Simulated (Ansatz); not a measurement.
Structures of In2Bi: which is lowest?

Plane-wave DFT in Ansatz with scalar-relativistic PAW potentials, cutoff 420 eV, Γ-centred meshes chosen by cell and gap, Gaussian smearing with energies taken to zero width. Every cell was relaxed (cell and atoms) in a run of its own, within the symmetry of its start. Functional: LDA.

Relaxed structures (starts from databases or built by putting these elements on another compound's sites):
A. P6/mmm, 3 atoms in the computed cell, a = 5.376 Å, c = 3.233 Å; sites (symmetry × multiplicity) In -6m2 × 2, Bi 6/mmm × 1; start: database
B. P-6m2, 3 atoms in the computed cell, a = 5.430 Å, c = 3.188 Å; sites (symmetry × multiplicity) In -6m2 × 1 + -6m2 × 1, Bi -6m2 × 1; start: database

Rank them by energy. Could pressure change the order?

```tsv
structure	group	E − E(lowest) (meV/atom)	V (Å³/atom)	gap on mesh (eV)
B	P-6m2	0.0	27.13	0.00
A	P6/mmm	28.5	26.97	0.00
```

B is lowest, 28 meV/atom under A. The two lowest differ in volume by under 3 %, too little for a first-order estimate of what pressure does to that pair (other pairs aren't weighed here); with rigid cells even 3 % in favour of the higher one would need about 6 GPa. Other structures may lie lower than all of these, and vibrations aren't counted.

Spin-orbit coupling is left out, which matters for the bands of heavy elements. For Tl, Pb and Bi spin-orbit coupling shifts energies too.